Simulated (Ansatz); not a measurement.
YZnGe in space group P6_3/mmc (No. 194; Y on 2b, Y on 2a, Zn on 4f, Ge on 4f), DFT-PBE in the program Ansatz with PAW potentials, all energies at zero smearing, with the estimated change up to a 700 eV cutoff added, with one set of potentials and settings (totals compare only within such a set). Cell of 12 atoms (4 Y, 4 Zn, 4 Ge): -45859.150 eV.

```csv
element,reference phase,E (eV/atom)
Y,"P6_3/mmc, 2 atoms in the cell",-3848.6897
Zn,"C2/m, 3 atoms in the cell",-3319.0322
Ge,"Fd-3m, 2 atoms in the cell",-4294.9907
```

Formation energy per atom, worked out: (-45859.150 − 4×(-3848.6897) − 4×(-3319.0322) − 4×(-4294.9907))/12 = -0.692 eV/atom (-67 kJ per mol of atoms), at 0 K, without zero-point energy or fitted corrections.

The first step of the workflow began from a Materials Project structure, measured or hypothetical; the Crystallography Open Database copy checked does not list it. Whether it is the stable phase at ambient conditions was not checked. Symmetry was held in the PBE relaxation; whether a distortion lowers the energy is not shown. No spin polarisation was allowed. The references are the lowest solids computed at this level, not always the standard phases.

Potentials: the earlier of the program's two PAW sets.
